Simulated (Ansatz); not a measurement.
Sn2GeTe3:
```xyz
6
Lattice="4.4073 0.0000 0.0000 -2.2037 3.8169 0.0000 0.0000 0.0000 10.8180" Properties=species:S:1:pos:R:3 pbc="T T T"
Sn     0.0000     2.5446     8.9356
Sn     2.2037     1.2723     1.8824
Ge     0.0000     0.0000     5.4090
Te     0.0000     2.5446     3.7634
Te     2.2037     1.2723     7.0546
Te     0.0000     0.0000     0.0000
```

Relaxed with r²SCAN.

### Question
Map the electron localisation function on the plane through (0.333, 0.667, 0.826) spanned by u = [0, 0, 1] and v = [1, -1, 0] in lattice vectors, from the program Ansatz at the r²SCAN level (PAW).

### Answer
x is the fraction of u, y of v (the angle between them is 90°; rows are the nearest grid lines); atoms in the plane: Sn at (0.00, 0.00), Sn at (0.35, 0.33), Ge at (0.67, 0.67), Te at (0.52, 0.00), Te at (0.83, 0.33), Te at (0.17, 0.67).
```
|0014442000000137875190268851000002444100|
|0034442100000026886301478841000002444300|
|2344432211100025887534678731000001344432|
|4444566776421012588877887432110001234444|
|4456898888863101246788766555532100112344|
|2368987777885200124565666555553110001122|
|2588753235788410000124665323555310000002|
|2687620202678620000014652020356410000002|
|2687510902678620000025652080256410000002|
|2588642125788510000013655212556411000002|
|1268876667886321110012455555665555431001|
|0147887788875433211001245555666777753100|
|0013578876554444443100112234788877887410|
|1001345554444444444200001125887666788631|
|2000001124443101344300000148875211468852|
|3000000124441000144400000258762060157863|
|3000000124441000144400000158762010267863|
|2000000013444212444311000137875323578852|
|2211000012344444445565421014787767888642|
|4432110011244444456788752112588888886544|
|4444321000112334588877887310135676554444|
|2344431000000125887534678730001122344432|
|0034432000000026886301478841000012444300|
|0014442000000137875190268851000002444100|
```
Scale: ten equal steps from -0.006 (start of '0') to 0.733 (end of '9'), in the order '0123456789'; x runs from 0.000 to 1.00, y from 0.000 (bottom) to 1.00 (top).

The density is the valence pseudo-density with augmentation charge, so density and ELF within about 1 Å of a nucleus are not all-electron values.

Space group P-3m1. The workflow started from a Materials Project entry (that database holds measured and hypothetical structures alike); the Crystallography Open Database copy checked does not list it. With Sn and Ge taken as one species the cell has the higher symmetry Fm-3m, so it may be an ordered model of a mixed-site phase. Its standing as an ambient phase is unchecked. The cell was relaxed with r²SCAN under the symmetry of its start. At this level the phase is dynamically unstable (imaginary phonons). Spin–orbit coupling is left out wherever it is not named.

Potentials: the later of the program's two PAW sets.
